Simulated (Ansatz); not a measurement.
# Structure relaxation, V

The start is a generated cell, V placed in the hcp structure type. A full variable-cell relaxation at zero pressure is run with r2SCAN (plane waves to 500 eV, PAW, scalar-relativistic; Ansatz, a first-principles code). The first steps use a coarse 14×14×8 k-mesh.

Input geometry:
```yaml
crystal:
  lattice:
    - [2.69570, 0.00000, 0.00000]
    - [-1.34785, 2.33454, 0.00000]
    - [0.00000, 0.00000, 4.37672]
  atoms:
    - { symbol: V, position: [0.33333, 0.66667, 0.25000] }
    - { symbol: V, position: [0.66667, 0.33333, 0.75000] }
```
Spin-polarised start, with parallel moments on V.

Question: How much energy is released per atom?

Answer: 0.05 eV/atom.

Question: How does the volume per atom move from start to end?

Answer: -0.8 %, from 13.77 to 13.66 Å³/atom.

Question: How do the shortest distances between atoms change?

Answer: The closest pairs of elements (up to four, under 3.6 Å), start → end: V–V 2.69 → 2.60 Å.

Question: What magnetic moments remain?

Answer: Zero (the starting moments vanished).

The space group stays P6₃/mmc (No. 194) (the run could not lower it); the end is hcp (Mg type), with 2 atoms in the primitive cell. Final values are on a 20×20×10 k-mesh of the relaxed cell. No spin polarisation in the result: the starting moments vanished.

The run could not lower the symmetry of its start; a shaken copy of this end point relaxes with r2SCAN to Im-3m (No. 229), 0.27 eV/atom lower.

The relaxed structure here is a generated cell of V: the first start was made by placing the elements on the sites of a structure type, and the end was not matched to a known phase here, so it may be hypothetical. Known forms of V include space group No. 229.
